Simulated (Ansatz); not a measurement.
# Y: strain and displacement

```
CELL_PARAMETERS angstrom
3.65150 0.00000 0.00000
-1.82575 3.16229 0.00000
0.00000 0.00000 5.74740
ATOMIC_POSITIONS crystal
Y 0.33333 0.66667 0.25000
Y 0.66667 0.33333 0.75000
```

Atom numbers follow the list: Y1, Y2.

The cell comes from COD entry 1539818, which wasn't checked; take it as a given geometry.

These are results of DFT, LDA, all-electron LAPW, scalar-relativistic (Ansatz 0.2.0), not measurements.

Sampling and basis: a Γ-centred 12×12×7 k mesh, Fermi–Dirac smearing of 0.08 eV, basis error target 0.25 meV/atom, no spin polarisation.

The unchanged cell is at -3.91 GPa.

In a metal, stresses and small energies carry noise from the k mesh.

x, y and z are the Cartesian axes of the cell as listed; fractional coordinates follow a strain, and an engineering shear is twice the off-diagonal strain component.

Problem. With this change (equal xy, yz and zx engineering shear strains of -2 %), what becomes of the energy and stress and forces?

Solution. Energy change +3 meV/atom; stress change (xx, yy, zz, yz, xz, xy) -0.01, 0.00, 0.05, 0.45, 0.45, 0.53 GPa, compression positive; change of the force on Y1 (0.027, 0.000, 0.004) eV/Å.

Problem. With this change (equal xy, yz and zx engineering shear strains of -1 %), what becomes of the energy and stress and forces?

Solution. Energy change under 1 meV/atom; stress change (xx, yy, zz, yz, xz, xy) 0.00, 0.00, 0.01, 0.22, 0.22, 0.27 GPa, compression positive; change of the force on Y1 (0.013, 0.000, 0.001) eV/Å.

With equal xy, yz and zx engineering shear strains of +1 %: energy change under 1 meV/atom; stress change (xx, yy, zz, yz, xz, xy) 0.00, 0.00, 0.01, -0.22, -0.22, -0.27 GPa, compression positive; change of the force on Y2 (0.011, 0.000, -0.001) eV/Å.

Problem. With this change (equal xy, yz and zx engineering shear strains of +2 %), what becomes of the energy and stress and forces?

Solution. Energy change +3 meV/atom; stress change (xx, yy, zz, yz, xz, xy) -0.01, 0.00, 0.05, -0.45, -0.45, -0.53 GPa, compression positive; change of the force on Y2 (0.019, 0.000, -0.003) eV/Å.
